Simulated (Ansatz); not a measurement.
# Co, diamond: geometry optimisation

The calculation used Ansatz, DFT, r2SCAN, plane waves (500 eV) with PAW, scalar-relativistic. The PAW files were generated under PBE, with cores re-solved for the functional.

k-point mesh 11×11×11, Fermi-Dirac smearing 0.1 eV, no spin polarisation. Cell and atoms relax.

Starting structure:

```yaml
crystal:
  lattice:
    - [0.0, 2.4634331982, 2.4634331982]
    - [2.4634331982, 0.0, 2.4634331982]
    - [2.4634331982, 2.4634331982, 0.0]
  atoms:
    - { symbol: Co, position: [0.125, 0.125, 0.125] }
    - { symbol: Co, position: [0.875, 0.875, 0.875] }
hamiltonian:
  xc: r2scan
  pseudopotentials:
    kind: paw
    azcp:
      Co: "pseudopotentials/Co.paw.azcp"
basis:
  ecutwfc: 500
  fft_grid_basis: typed
kpoints:
  mp_grid: { grid: [11, 11, 11], shift: [0, 0, 0] }
magnetization:
  spin_polarized: false
scf:
  occupations: { method: fermi_dirac, width: 0.1 }
relax:
  max_steps: 60
  f_tol: 0.01
  cell: {}
output:
  write_density: true
  write_potential: true
  elf: true
  volumetric_format: npy
```

Q: What cell does the relaxation end in?

A: Fd-3m with a = 4.853 Å; 14.29 Å³ per atom against 14.95 at the start (-4.4 %).

Q: How much energy does the relaxation gain?

A: 13.1 meV per atom.

Path of the relaxation (the plane waves are chosen anew near the end, which can shift the energy a little):

| step | E − E(final) (meV/atom) | V (Å³/atom) | P (GPa) | max force (eV/Å) |
| --- | --- | --- | --- | --- |
| 0 | 13.09 | 14.949 | -6.07 | 0.000 |
| 1 | 1.94 | 14.555 | -2.63 | 0.000 |
| 2 | -0.50 | 14.267 | 0.24 | 0.000 |
| 3 | -0.50 | 14.291 | -0.01 | 0.000 |
| 4 | 0.00 | 14.291 | -0.04 | 0.000 |

Spin polarisation is off here; a magnetic state may lie lower.
